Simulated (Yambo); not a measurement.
How GW settings move the gap: SnS₂

G0W0@PBEsol for SnS$_{2}$ (space group Fd-3m, No. 227) in Yambo. Reference settings: 2×2×2 Γ-centred k mesh, 411 bands and a 7 Ry block in the screening, 411 bands in G with the Bruneval-Gonze terminator, plasmon pole fitted at 27.2 eV. The PBEsol gap Γ → Γ on this mesh is 1.20 eV; G0W0 gaps are taken between the same points.

```tsv
change from the reference	G0W0 gap Γ → Γ (eV)	shift of the valence edge (eV)	rough Yambo cost
reference settings	1.94	-0.59	1
157 bands in G	1.95	-0.51	–
193 bands in W	2.01	-0.44	within a factor of two
6 Ry block	1.91	-0.56	within a factor of two
no terminator	1.93	-0.47	–
```

The reference isn't shown to be the converged limit. Costs are rough (shared machines), scaled to the same edge states, and given only for runs that recompute the screening. The mesh misses a band edge: along a dense path the PBEsol gap is 1.13 eV against 1.20 eV on the mesh.

Spin-orbit splittings are left out.

The standard potential for Sn keeps a d shell in the valence without the s and p states of that shell. In tests on such compounds this moved G0W0 gaps by up to about 0.9 eV, so absolute quasiparticle energies here are unreliable; differences between settings are what counts.

Geometry of the Materials Project entry, not relaxed at this level; primitive cell a = b = c = 7.376 Å, α = β = γ = 60.00°.

This is not the ordinary phase of the substance; no match was found in the copy of COD used, and its stability was not checked.

A shift is the quasiparticle energy of the state minus its PBEsol energy.
